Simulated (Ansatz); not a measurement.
## WS₂, one cell by several methods

```
W S
1.0
     3.18000    0.00000    0.00000
    -1.59000    2.75396    0.00000
     0.00000    0.00000   12.50000
W S
2 4
Direct
  0.33333 0.66667 0.25000
  0.66667 0.33333 0.75000
  0.33333 0.66667 0.62000
  0.66667 0.33333 0.12000
  0.33333 0.66667 0.88000
  0.66667 0.33333 0.38000
```

Atom numbers follow the list: W1, W2, S3, S4, S5, S6.

The geometry is COD entry 5910003, unchecked; take it as a test cell. It differs from other determinations.

No spin–orbit coupling, which matters for the heavy atoms here.

Methods: DFT, PBE, PAW with Ansatz's default frozen-core files, scalar-relativistic (Ansatz 0.2.0); DFT, PBE, all-electron PAW with datasets made for the crystal, scalar-relativistic (Ansatz 0.2.0); DFT, PBE, all-electron LAPW, scalar-relativistic (Ansatz 0.2.0).

For PAW: a Γ-centred 10×10×3 k mesh, Fermi–Dirac smearing of 0.05 eV, cutoff 420 eV, no spin polarisation. The crystal-made all-electron datasets (AE datasets) take a cutoff of 340 eV at this cell. LAPW targets a basis error of 0.5 meV/atom. The Ansatz runs share mesh, smearing and spin set-up. Plane-wave (PAW) pressures include the program's estimate of the Pulay term.

Stress and pressure are positive in compression.

Levels count from the top of the valence band.

```csv
quantity,PAW,AE datasets,LAPW
pressure (GPa),-3.69,-3.62,-3.62
stress xx (GPa),-2.05,-1.98,-1.97
stress zz (GPa),-6.97,-6.90,-6.90
"force on S3, z (eV/Å)",1.057,1.051,1.052
band gap (eV),0.992,0.995,0.995
highest filled level at M (eV),-1.338,-1.336,-1.336
lowest empty level at M (eV),2.436,2.443,2.443
highest filled level at L (eV),-1.408,-1.406,-1.406
lowest empty level at L (eV),2.454,2.460,2.460
highest filled level at A (eV),-0.289,-0.289,-0.289
lowest empty level at A (eV),2.351,2.353,2.353
```

PAW's pressure differs from the LAPW value by -0.07 GPa.
